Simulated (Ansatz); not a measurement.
# Co: strain energy, fitted

Co, P6_3/mmc, a = 2.455 Å, c = 7.965 Å. Ansatz: PBEsol, PAW, 420 eV, Γ-centred 24×24×8 mesh on 4 atoms, Gaussian smearing 0.10 eV; collinear spin, largest moment 1.7 μB. Series: equal strain along all axes, cell held, atoms fixed by symmetry; x is the strain in per cent. y is the free energy over the unstrained cell, V0 = 10.395 Å³/atom.

```
x (%) y (meV/atom)
 -6.0             ?
 -4.0        133.57
 -2.0         31.03
  0.0          0.00
  2.0         25.79
  4.0         97.93
  6.0        206.05
```

**Question.** Fit y = c2 x² + c3 x³ to the other rows, turn c2 into a modulus, and predict the missing energy.

**Answer.** Least squares on the rows shown. y = 7.2722 x² − 0.26130 x³. In eV per unit strain² c2 is 72.72; the stiffness is B for this strain (E = 9/2 B V0 ε², shape held): 2 × 72.72 × 160.2 / (9 × 10.395) = 249 GPa. At x = -6.0 the fit asked for gives 318.24 meV/atom. The run gave 324.38 meV/atom, so the fit is 6.14 meV/atom too low, 1.9 % of the span of the series, against an rms of 1.01 meV/atom on the fitted rows. The row lies outside the fitted range. With a term in x⁴ added, a fit to the same known rows predicts 326.84 meV/atom, a smaller miss on the other side. The records add, with no proof that it causes the miss: the moment goes from 6.03 to 5.58 μB between the run one row down and this one.